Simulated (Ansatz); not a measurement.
Given:

Pb₂Au:
```
Pb2Au
1.0
   -3.66068     3.66068     2.83877
    3.66068    -3.66068     2.83877
    3.66068     3.66068    -2.83877
Pb Au
4 2
Direct
  0.15960   0.65960   0.81920
  0.84040   0.34040   0.18080
  0.34040   0.15960   0.50000
  0.65960   0.84040   0.50000
  0.75000   0.75000   0.00000
  0.25000   0.25000   0.00000
```

This is the PBEsol-relaxed structure.

Question: All from PBEsol in the plane-wave PAW code Ansatz, unless another level is named. Give the highest zone-centre frequency.

Answer: 134 cm⁻¹.

Question: What about the bulk modulus (Birch–Murnaghan fit)?

Answer: 68.7 GPa.

Space group I4/mcm. The workflow started from a Materials Project entry (that database holds measured and hypothetical structures alike); the Crystallography Open Database files this formula in space group No. 140, but the cells were not matched. Its standing as an ambient phase is unchecked. Symmetry was held in the PBEsol relaxation; of distortions, only those at the zone centre were tested. As this level gives no gap, phonon frequencies hold no LO–TO term and depend on the k-mesh and smearing (Fermi–Dirac, 0.1 eV here). Scalar-relativistic: spin–orbit coupling is off unless named, which matters more the heavier the elements.

Potentials: the later of the program's two PAW sets.
